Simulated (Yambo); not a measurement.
Yambo run on KPF₆ (space group R-3, No. 148). The wavefunctions are norm-conserving PBEsol (Quantum ESPRESSO, 84 Ry, without SOC) ones on a 2×2×2 mesh (28 occupied bands); a = 4.7232 Å, b = 4.7232 Å, c = 4.7232 Å, α = 97.80°, β = 97.80°, γ = 97.80°.

Yambo input:

```
rim_cut
HF_and_locXC
RandQpts= 1000000
RandGvec= 1 Ry
EXXRLvcs= 84 Ry
VXCRLvcs= 336 Ry
% QPkrange
 1 | 1 | 28 | 29 |
 2 | 2 | 28 | 29 |
 3 | 3 | 28 | 29 |
 4 | 4 | 28 | 29 |
%
```

k points by index: 1 = Γ, 2 = L, 3 = F, 4 = Z.

Table of the .hf output:

```
#    K-point    Band    Eo [eV]    Ehf [eV]    Vxc [eV]    Vnlxc [eV]
#
    1    28    0.000000    -8.064150    -23.60856    -31.67271
    1    29    7.504436    12.57664    -12.94577    -7.873561
    2    28    -0.169778    -8.257653    -23.35788    -31.44575
    2    29    9.116254    15.30990    -17.61902    -11.42537
    3    28    -0.252570    -8.291617    -23.31070    -31.34975
    3    29    9.306760    15.73507    -18.07084    -11.64253
    4    28    -0.299408    -8.352415    -23.25841    -31.31141
    4    29    9.456538    16.05080    -18.84198    -12.24771
```
Exchange alone, without screening.

Geometry of the Materials Project entry, not relaxed at this level.

The structure is a Materials Project entry; no match was found in the copy of COD used, and its stability was not checked.
